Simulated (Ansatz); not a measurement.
CaO (rock salt)

```
CaO
1.0
    0.00000     4.79484     4.79484
    2.39742     2.39742     4.79484
    2.39742     2.39742     0.00000
Ca O
2 2
Cartesian
  0.00000   0.00000   0.00000
  0.00000   2.39742   2.39742
  2.39742   7.19226   7.19226
  2.39742   4.79484   4.79484
```

A phonon eigenvector at X = (0.5, 0.5, 0.0) is frozen into this cell: atom i moves by Q times the vector below, so Q is the largest atomic displacement, in Å. The cell is held. (q is in reciprocal vectors of the primitive cell; the cell shown is doubled to hold the pattern.)

```
atom      x      y       z
----  -----  -----  ------
Ca1   0.000  0.000   0.196
Ca2   0.000  0.000  -0.196
O3    0.000  0.000   1.000
O4    0.000  0.000  -1.000
```

All values below come from r2SCAN (plane waves to 500 eV, PAW, scalar-relativistic; Ansatz, an electronic-structure program). k mesh 12×12×12 (Γ-centred), Fermi-Dirac smearing 0.05 eV. Energies are smeared free energies. CaO was relaxed with its symmetry unable to fall. The zero of ΔE is the undisplaced structure.

```
Q (Å)   ΔE (meV/cell)
------  -------------
-0.280            820
-0.187            360
-0.093             89
0.000               0
0.093              89
0.187             360
0.280             820
```

Q: Which DFPT wavenumber at X = (0.5, 0.5, 0.0) belongs to this mode?
(A) 204 cm⁻¹
(B) 398 cm⁻¹
(C) 300 cm⁻¹

A: B, 398 cm⁻¹. The curvature of the scan gives 398 cm⁻¹

(A displaced cell: forces are minus the slopes of the energy, force constants its curvatures, and phonons follow from these.)
